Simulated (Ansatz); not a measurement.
**From the elastic tensor of AgPt$_{3}$ to moduli and sound speeds**

The calculation used DFT LDA, scalar-relativistic, plane waves, PAW (Ansatz 0.2.0). Cutoff 420 eV, 12×12×12 k-points (Γ-centred), Fermi-Dirac smearing of 0.15 eV. No spin polarisation.

The structure is cubic, space group Pm-3m (No. 221). Conventional cell: a = 3.913 Å, b = 3.913 Å, c = 3.913 Å, α = 90.00°, β = 90.00°, γ = 90.00°. Ag (site symmetry m-3m) has 12 Pt at 2.77 Å as nearest neighbours. Pt (site symmetry 4/mmm) is surrounded by 4 Ag at 2.77 Å and 8 Pt at 2.77 Å.

In a metal, frequencies and elastic constants depend on the k mesh and the smearing, soft modes and shear constants most. Spin–orbit coupling is left out, which can shift energies with elements as heavy as these.

Relaxed-ion constants (GPa, on the Cartesian axes of the calculation):
C11 = 322.1, C12 = 225.9, C13 = 225.9, C22 = 322.1, C23 = 225.9, C33 = 322.1, C44 = 99.9, C55 = 99.9, C66 = 99.9 GPa; the others vanish.

Density 19.207 g/cm³; 4 atoms in 59.92 Å³.

The values that follow are for a polycrystal of randomly turned grains, by Hill's mean where one number stands.

```json
{
  "Bulk modulus, Voigt / Reuss / Hill": "258.0 / 258.0 / 258.0 GPa",
  "Shear modulus, Voigt / Reuss / Hill": "79.1 / 69.8 / 74.5 GPa",
  "Young's modulus": "204 GPa",
  "Poisson ratio": "0.368",
  "Pugh ratio B/G": "3.46 (over 1.75, the rule of thumb for ductile)",
  "Universal anisotropy index": "0.67",
  "Longitudinal and transverse sound speeds": "4313 and 1969 m/s",
  "Debye temperature from the mean sound speed": "268 K"
}
```

Cost: 1 run of about 3 core-minutes, on Intel Xeon Platinum 8259CL (Skylake/Cascade Lake) (shared hosts).